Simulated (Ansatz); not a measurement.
An Ansatz (a program for electronic structure) run. Input:

Ansatz 0.2 input:
```yaml
crystal:
  lattice:
    - [3.8270829127, -2.2848340378, 0.0]
    - [3.8270829127, 2.2848340378, 0.0]
    - [0.0, 0.0, 4.5447037346]
  atoms:
    - { symbol: Ga, position: [0.9895391196, 0.3346331503, 0.25] }
    - { symbol: Ga, position: [0.0104608804, 0.6653668497, 0.75] }
    - { symbol: Ga, position: [0.3346331503, 0.9895391196, 0.75] }
    - { symbol: Ga, position: [0.6653668497, 0.0104608804, 0.25] }
kpoints:
  mp_grid: { grid: [11, 11, 9] }
hamiltonian:
  xc: pbesol
  pseudopotentials: { azcp: { folder: ./paw }, kind: paw }
scf:
  occupations: { method: fermi_dirac, width: 0.1 }
phonons:
  method: dfpt
  response_accuracy: low
  eigenvectors: true
  rigid_motions: translations
```

Output (shortened):

```
Pseudopotential: Ga, paw, valence charge 13
Functional definition: PBEsol
Crystal: 4 atoms, lattice volume = 79.480 Å³
Basis set: ecut = 420 eV, 1553 PW (Γ), exchange–correlation on 60×60×64 points (8 copies of the dense FFT grid, shifted against one another)
Bands: 32, of which v1, the nominal top of the filled ones, is band 26 counted from 1 (25 counted from 0)
Symmetry: 8 space group operations
k-points: 305 of 1089 (irreducible under 2 space group operations, time reversal used)
SCF iter   1: F=—  HF=-14972.846857 eV  |F-HF|=—  |Δ(HF+E_count)|=         —  Δρ=2.87e-2  dr2=4.63e-1  ethr=3.10e-3  ⟨swp⟩=5.6  Hψ=35700  notcnv=0
preconditioner: auto → Kerker (q_TF=auto, 2.542 Å⁻¹)
SCF iter   2: F=—  HF=-14972.774591 eV  |F-HF|=—  |Δ(HF+E_count)|=   7.23e-2  Δρ=2.01e-2  dr2=1.91e-1  ethr=8.90e-4  ⟨swp⟩=2.0  Hψ=20730  notcnv=0  defer=39
SCF iter   3: F=—  HF=-14972.785403 eV  |F-HF|=—  |Δ(HF+E_count)|=   1.08e-2  Δρ=7.17e-3  dr2=4.38e-2  ethr=3.67e-4  ⟨swp⟩=2.1  Hψ=16014  notcnv=0  defer=39
SCF iter   4: F=—  HF=-14972.774606 eV  |F-HF|=—  |Δ(HF+E_count)|=   1.08e-2  Δρ=1.99e-3  dr2=6.99e-3  ethr=8.42e-5  ⟨swp⟩=2.0  Hψ=19446  notcnv=0  defer=39
SCF iter   5: F=—  HF=-14972.773907 eV  |F-HF|=—  |Δ(HF+E_count)|=   6.99e-4  Δρ=8.92e-4  dr2=6.13e-4  ethr=1.34e-5  ⟨swp⟩=2.6  Hψ=17716  notcnv=0  defer=39
SCF iter   6: F=—  HF=-14972.773927 eV  |F-HF|=—  |Δ(HF+E_count)|=   1.95e-5  Δρ=1.82e-4  dr2=4.13e-5  ethr=1.18e-6  ⟨swp⟩=2.0  Hψ=17591  notcnv=0  defer=39
SCF iter   7: F=—  HF=-14972.773933 eV  |F-HF|=—  |Δ(HF+E_count)|=   6.16e-6  Δρ=5.93e-5  dr2=1.39e-6  ethr=7.94e-8  ⟨swp⟩=2.0  Hψ=17673  notcnv=0  defer=39
SCF iter   8: F=—  HF=-14972.773934 eV  |F-HF|=—  |Δ(HF+E_count)|=   1.36e-6  Δρ=2.17e-5  dr2=2.37e-7  ethr=2.67e-9  ⟨swp⟩=2.0  Hψ=17689  notcnv=0  defer=39
SCF iter  12: F=-14972.773934 eV  HF=-14972.773934 eV  |F-HF|=7.28e-12  |Δ(HF+E_count)|=  1.09e-11  Δρ=4.77e-8  dr2=2.49e-12  ethr=1.00e-12  ⟨swp⟩=5.5  Hψ=43143  notcnv=0
SCF 1 converged in 12 iterations: F = -14972.773934 eV  dr2 = 2.49e-12
DFPT response loops at Γ: preconditioner auto → Kerker (q_TF=auto, 2.542 Å⁻¹) (partly filled bands, converged f_vac=0.031) …
SCF converged after 12 iterations
Free energy (F): -14972.773934 eV
Harris-Foulkes:  -14972.773934 eV  (|F-HF|=7.28e-12)
Internal energy: -14972.744935 eV  (E = F + TS)
E sigma→0 (E₀):  -14972.759435 eV
Entropy (-TS):   -0.028999 eV (-7.250 meV/atom)
Fermi energy:    8.680279 eV
--- Per-component energies (eV) ---
  E_band       = -196.682563
  E_kinetic    = 447.301882
  E_local      = -5675.607018  (includes V_loc(G=0)·N_el)
  E_nonlocal   = -378.926355
  E_hartree    = 3618.350906
  E_xc         = -253.498908
  E_vxc        = -226.581654  (∫ρ·V_xc dr)
  E_paw        = -7792.241248  (= ΣΔE_a)
  E_vpaw       = -1599.570415  (= ΣTr[D̂ρ^β])
  E_aug_tail   = -0.000803  (compensation charges beyond the density's cutoff)
  E_ewald      = -4941.575306
  E_core_change = 3.451916  (= ΣΔE_core)
  E_smearing   = -0.028999  (= −TS)
  E_closure    = 0.000000  (closes the sum)
  Σ components = -14972.773934   (vs F -14972.773934, Δ=0.00e0)
  [band-id]    e_kinetic+e_local+e_nonlocal+2·e_hartree+e_vxc+e_vpaw+e_augmentation_tail = -196.682553   (vs E_band -196.682563, Δ=9.85e-6)
--- Band table (eV; the first three rows and the last of 305) ---
  k-point 0: bands = ["-6.4147", "-6.3918", "-6.3706", "-6.3326", "-6.2571", "-6.2456", "-6.2385", "-6.2305", "-6.1706", "-6.1644", "-6.1293", "-6.1240", "-6.1031", "-6.0971", "-6.0645", "-5.9788", "-5.9691", "-5.9574", "-5.9370", "-5.8825", "-2.3759", …
  k-point 1: bands = ["-6.4166", "-6.3922", "-6.3551", "-6.3366", "-6.2604", "-6.2422", "-6.2405", "-6.2302", "-6.1932", "-6.1558", "-6.1309", "-6.1090", "-6.0981", "-6.0947", "-6.0666", "-5.9846", "-5.9762", "-5.9485", "-5.9469", "-5.8785", "-2.2850", …
  k-point 2: bands = ["-6.4149", "-6.3904", "-6.3473", "-6.3195", "-6.2643", "-6.2632", "-6.2312", "-6.2301", "-6.2133", "-6.1423", "-6.1360", "-6.0936", "-6.0862", "-6.0852", "-6.0719", "-5.9945", "-5.9931", "-5.9740", "-5.9300", "-5.8714", "-2.0115", …
  k-point 304: bands = ["-6.4216", "-6.4030", "-6.3701", "-6.3527", "-6.3456", "-6.3311", "-6.3150", "-6.2957", "-6.1849", "-6.1725", "-6.1281", "-6.1021", "-6.0426", "-6.0209", "-5.9729", "-5.9666", "-5.9232", "-5.9070", "-5.8776", "-5.8743", "1.0670", …
--- Phonons (Γ-DFPT): 3 representative perturbations + reference, on 305 of 1089 k-points (Σ response iterations 9) ---
  ASR residual: 1.107e-4 → 0.000e0 eV/Å²; symmetrization residual: 8.803e-6 eV/Å²
  ASR residual per site (eV/Å²): 1.11e-4 1.11e-4 1.11e-4 1.11e-4
  Γ frequencies (cm⁻¹): 0.00 0.00 0.00 66.42 73.13 87.87 91.32 155.94 183.71 189.37 214.63 242.68
  non-analytic LO–TO correction: not included (Born effective charges unavailable; polar crystals: no LO–TO splitting at Γ)
```

Cost: about 2.9 core-minutes (a rough figure) on shared cores.

Space group Cmcm. The first step of the workflow began from a Materials Project structure, measured or hypothetical; the Crystallography Open Database files this formula in space group No. 63, but the cells were not matched. It is not the phase usual at ambient conditions (space group No. 64). The cell was relaxed with PBEsol under the symmetry of its start; its stability against distortions is not shown here. As this level gives no gap, phonon frequencies hold no LO–TO term and depend on the k-mesh and smearing (Fermi–Dirac, 0.1 eV here). Spin–orbit coupling is left out wherever it is not named.

Potentials: the earlier of the program's two PAW sets. The files were generated under PBE; for other functionals the program regenerates the frozen cores, and for LDA and PBEsol the local potential too.

Ansatz is a plane-wave DFT program.
